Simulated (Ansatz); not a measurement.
# AuSb$_{2}$: zone-centre modes under pressure

AuSb$_{2}$, Fm-3m, a = 6.724 Å. The structure is a COD entry; whether it is the stable form wasn't checked. Ansatz: LDA, PAW, 420 eV, Γ-centred 12×12×12 mesh on 3 atoms, Fermi-Dirac smearing 0.15 eV; no spin polarisation. Cell and atoms are relaxed at each pressure with the symmetry kept; optical modes at Γ by linear response, in cm⁻¹, matched by rank (the highest 2 distinct ones).

```
P (GPa) V (Å³/atom)    ω1     ω2
      0       25.333  87.3  107.1
      2       24.795  93.2  112.9
      6       23.890     ?      ?
```

Task: Get each mode's Grüneisen parameter γ = −d ln ω/d ln V from the other rows and predict the missing frequencies.

Result: ln(V/V0) = 0.0000, -0.0215, -0.0586; a line through ln(ω/ω0) of the 2 known rows gives ω1: γ = 3.042, predicted 104.3, computed 103.3; ω2: γ = 2.453, predicted 123.7, computed 122.8. The worst miss is 1.0 %: γ isn't constant over this range. In a metal these frequencies hang on the mesh and smearing.

Spin–orbit coupling is left out, which can shift energies with elements as heavy as these.